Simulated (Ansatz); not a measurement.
## What DFT gives for LaS

```yaml
crystal:
  lattice:
    - [-2.98374, -0.03003, 2.99329]
    - [2.95066, -0.02535, 2.96021]
    - [0.00468, 5.78155, -0.05537]
  atoms:
    - { symbol: La, position: [0.98433, 0.06373, 0.93338] }
    - { symbol: La, position: [0.50943, 0.40682, 0.55675] }
    - { symbol: S, position: [0.98862, 0.03399, 0.47369] }
    - { symbol: S, position: [0.50306, 0.47010, 0.00214] }
```

The numbers come from plane-wave PAW DFT (Ansatz): m-r2SCAN, no spin polarisation, 500 eV, 4×4×3 (shifted by 0.5, 0.5, 0.5 steps) k points, fermi-dirac occupations (width 0.1 eV). Nothing was relaxed.

Problem. Metal or insulator?

Solution. It is a metal, with about 2.1 states/eV a cell as the mean within 0.25 eV of the Fermi level, mostly La d (78 %).

Problem. Is the cell too large or too small?

Solution. The pressure is 10.8 GPa (compression positive), so with the atoms held at these fractions the cell would first expand; the forces are large, so a full relaxation may end otherwise. The principal stresses 3.1, 12.6, 16.6 GPa differ, so its shape would change too.

Problem. Which element gives electrons and which takes them?

Solution. Bader charges in e: La +1.45, S -1.45. In the mean La gives up most and S takes most.

Problem. What is the formation energy?

Solution. -1.88 eV an atom against the elements' usual phases (free molecules for gases, crystals otherwise, with no correction for O₂ or N₂), so it is bound against them; other compounds may still compete. Relaxing would lower it.

Origin: a strained cell with displaced atoms, so it need not be a known compound. Caveats: many states at the Fermi level without spin polarisation, so a magnetic state may lie lower; the k mesh is coarse if the cell is a metal; atoms or cell far from equilibrium; f levels without a U or exact exchange are poorly placed; m-r2SCAN is r2SCAN with a changed spin dependence that lowers moments.
